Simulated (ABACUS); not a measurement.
ABACUS run on YSi2 (C2/c, 6 atoms in the cell; from Materials Project mp-12769, lattice scaled a little): self-consistent single point.

Level of theory: PBEsol, PseudoDojo 0.4 standard norm-conserving PBEsol (tails mended) pseudopotentials (plane waves; ABACUS).

```
YSi2
1.0
    2.85888    -2.85766     0.00000
    2.85888     2.85766     0.00000
   -2.75331     0.00000     7.44948
Y Si
2 4
Direct
  0.62554   0.37446   0.75000
  0.37446   0.62554   0.25000
  0.04299   0.79141   0.58513
  0.95701   0.20859   0.41487
  0.20859   0.95701   0.91487
  0.79141   0.04299   0.08513
```

Reference input (self-consistent single point, DFT, PBEsol, plane waves, PseudoDojo 0.4 standard norm-conserving PBEsol (tails mended) pseudopotentials): KPT = Gamma 6 6 3 0 0 0; basis_type = pw; ecutwfc = 72 Ry; smearing_method = fd; smearing_sigma = 0.00999582 Ry; potentials = PseudoDojo 0.4 standard norm-conserving PBEsol (tails mended); symmetry = 1; ks_solver = dav; scf_nmax = 100; scf_thr = 1.0e-09 Ry; mixing_type = broyden. This run's input differs from it in these lines:

```diff
@@ -49,4 +49,4 @@
 0
-Gamma
-6 6 3 0 0 0
+MP
+1 1 1 0 0 0
```

Output (repeated stretches shortened):

```
 SELF-CONSISTENT
 -------------------------------------------
                                 init_chg = atomic

 PW ALGORITHM --------------- ION=   1  ELEC=   1--------------------------------

 Notice: Threshold on eigenvalues was too large.

 Density error is 0.210383022053
                          Error Threshold = 0.000549900519164
 E_KohnSham     -196.5498079284      -2674.1973286325
 E_Fermi        0.7007958567         9.5348167864

 PW ALGORITHM --------------- ION=   1  ELEC=   2--------------------------------

 Density error is 0.110057884421
                          Error Threshold = 0.000553639531718
   [... lines left out ...]

 Density error is 7.19616567212e-09
                          Error Threshold = 6.58645839412e-10
 E_KohnSham     -196.6191369211      -2675.1405979689
 E_Fermi        0.7124914101         9.6939429532

 PW ALGORITHM --------------- ION=   1  ELEC=   8--------------------------------

 Density error is 8.93860281328e-10
                          Error Threshold = 1.89372780845e-11
 E_KohnSham     -196.6191369224      -2675.1405979867
 E_KS(sigma->0) -196.6098426696      -2675.0141431906
 E_entropy(-TS) -0.0185885055        -0.2529095924
 E_Fermi        0.7124941986         9.6939808924
 charge density convergence is achieved
 final etot is -2675.140598 eV
 EFERMI = 9.6939808924 eV

 STATE ENERGY(eV) AND OCCUPATIONS    NSPIN == 1
   [... 26 lines left out ...]

 TOTAL-FORCE (eV/Angstrom)
                        Y1         0.0000000000         0.0138943266         0.0000000000
                        Y2         0.0000000000        -0.0138943266         0.0000000000
                       Si1        -0.0592764300        -0.0030811214        -3.1239925720
                       Si2         0.0592764300         0.0030811214         3.1239925720
                       Si3         0.0592764300        -0.0030811214         3.1239925720
                       Si4        -0.0592764300         0.0030811214        -3.1239925720

 TOTAL-STRESS (KBAR)
         5.0800966719         0.0000000000        -5.8208515920
         0.0000000000         5.5010962786        -0.0000000000
        -5.8208515920         0.0000000000        38.0993787750
 TOTAL-PRESSURE: 16.226857 KBAR

 --------------------------------------------
 !FINAL_ETOT_IS -2675.1405979867486167 eV
 --------------------------------------------
```

The run converged in 8 iterations. Against the reference run the free energy rises by 1.43 eV/atom, the pressure goes from -6.31 to 1.62 GPa and the largest force goes from 0.106 to 3.125 eV/Å.

This run is one point of a test of settings, so its values need not be converged; read them against the reference run alone. The structure comes from a collection of computed structures, made at another level of theory; the collection holds predicted forms beside known ones. Its lattice was then scaled. With one or two k-points the zone of this small cell is coarsely sampled: energies, forces and stress carry that error and can break the symmetry, so a converged loop does not mean converged values.

Cost on one core: very roughly 10 core-seconds.

“Tails mended”: in these copies of the files the far tail of each local potential was reset to the Coulomb form.
